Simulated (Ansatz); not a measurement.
TaCo2:
```
CELL_PARAMETERS angstrom
      0.00000     3.32157     3.32157
      3.32157     0.00000     3.32157
      3.32157     3.32157     0.00000
ATOMIC_POSITIONS crystal
  Co 0.12500 0.12500 0.12500
  Co 0.62500 0.12500 0.12500
  Co 0.12500 0.12500 0.62500
  Co 0.12500 0.62500 0.12500
  Ta 0.50000 0.50000 0.50000
  Ta 0.75000 0.75000 0.75000
```
Starting moments (μB, in the order of the atoms Co Co Co Co Ta Ta): 0.3 0.3 0.3 0.3 0.0 0.0.

Relaxed with PBEsol. Special points in fractions of this cell's reciprocal vectors: Γ (0.000, 0.000, 0.000); X (0.500, 0.000, 0.500); U (0.625, 0.250, 0.625); K (0.375, 0.375, 0.750); L (0.500, 0.500, 0.500); W (0.500, 0.250, 0.750).

Task: List the band energies nearest the Fermi level at these points for the program Ansatz at the PBEsol level (PAW).

Result: In eV from the Fermi level; about four levels below and three above (degenerate sets whole), none deeper than 8.9 eV; points with the same levels are listed once.

```csv
k,below,above
Γ ↑,-0.93 -0.93 -0.84 -0.84 -0.84,0.60 0.60 0.60
X ↑,-0.77 -0.77 -0.53 -0.53,0.75 0.75 1.81 1.81
U ↑,-0.63 -0.40 -0.18 -0.15,0.49 0.77 1.33
L ↑,-0.62 -0.62 -0.32 -0.32,0.38 0.38 0.49
W ↑,-0.46 -0.46 -0.09 -0.09,0.74 0.74 1.04 1.04
Γ ↓,-0.63 -0.63 -0.52 -0.52 -0.52,0.89 0.89 0.89
X ↓,-0.46 -0.46 -0.32 -0.32,0.91 0.91 1.93 1.93
U ↓,-0.93 -0.93 -0.32 -0.08,0.01 0.18 0.67
L ↓,-0.29 -0.29 -0.21 -0.21,0.40 0.40 0.58
W ↓,-0.98 -0.98 -0.15 -0.15,0.19 0.19 0.88 0.88
```

Space group Fd-3m (cubic Laves (MgCu2 type)). The workflow started from an entry of the Crystallography Open Database (COD). Its standing as an ambient phase is unchecked. The PBEsol relaxation kept the symmetry of its start; whether a distortion lowers the energy is not shown. Spin order of the final state: ferromagnetic, the only order run, not a proven ground state. Spin–orbit coupling is left out wherever it is not named.

Potentials: the later of the program's two PAW sets.
